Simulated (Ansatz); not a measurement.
## Pressure against volume: TiRh

```cif
data_structure
_symmetry_space_group_name_H-M 'P 1'
_symmetry_Int_Tables_number 1
_cell_length_a 2.9880
_cell_length_b 2.9880
_cell_length_c 3.3500
_cell_angle_alpha 90.000
_cell_angle_beta 90.000
_cell_angle_gamma 90.000
_cell_volume 29.91
loop_
_atom_site_label
_atom_site_type_symbol
_atom_site_fract_x
_atom_site_fract_y
_atom_site_fract_z
_atom_site_occupancy
Ti1 Ti 0.50000 0.50000 0.50000 1
Rh1 Rh 0.00000 0.00000 0.00000 1
```

The runs use the primitive cell with vectors (2.988, 0.000, 0.000), (0.000, 2.988, 0.000), (0.000, 0.000, 3.350) Å, to which the k mesh refers.

The geometry is COD entry 1523124, unchecked; take it as a test cell.

Spin polarisation is left out, and whether a magnetic state lies lower isn't shown here.

Methods: DFT, PBEsol, all-electron LAPW, scalar-relativistic (Ansatz 0.2.0); DFT, PBEsol, PAW with Ansatz's default frozen-core files, scalar-relativistic (Ansatz 0.2.0).

For LAPW: a Γ-centred 11×11×10 k mesh, Fermi–Dirac smearing of 0.05 eV, basis error target 1 meV/atom, no spin polarisation. PAW takes a cutoff of 420 eV at this cell (files made with PBE, cores remade for this functional). The Ansatz runs share mesh, smearing and spin set-up. Plane-wave (PAW) pressures include the program's estimate of the Pulay term.

The cell above is scaled evenly, with fractional coordinates and shape held.

```csv
V/V(cell),V (Å³/atom),"P, LAPW (GPa)","P, PAW (GPa)","free energy over the lowest listed, PAW (meV/atom)"
0.9400,14.057,6.07,6.08,6.8
0.9600,14.356,1.32,1.33,0.0
0.9800,14.656,?,?,?
0.9900,14.805,-4.88,-4.87,5.2
1.0000,14.955,-6.73,-6.72,10.6
1.0100,15.104,-8.47,-8.46,17.7
1.0200,15.254,-10.12,-10.11,26.4
1.0400,15.553,-13.15,-13.14,48.2
1.0600,15.852,-15.85,-15.84,75.3
```

**Question.** Fill in the row V/V(cell) = 0.9800.

**Answer.** P, LAPW (GPa) = -2.93, P, PAW (GPa) = -2.92, free energy over the lowest listed, PAW (meV/atom) = 1.6.

**Question.** What do Birch–Murnaghan fits to the pressures give?

**Answer.** LAPW: V0 = 14.45 Å³/atom, B0 = 210 GPa, B0′ = 4.5; PAW: V0 = 14.45 Å³/atom, B0 = 210 GPa, B0′ = 4.5.

PAW's V0 lies 0.01 % from the all-electron value and its B0 0.0 %. With shape and internal coordinates held, B0 is an upper bound to the relaxed modulus.
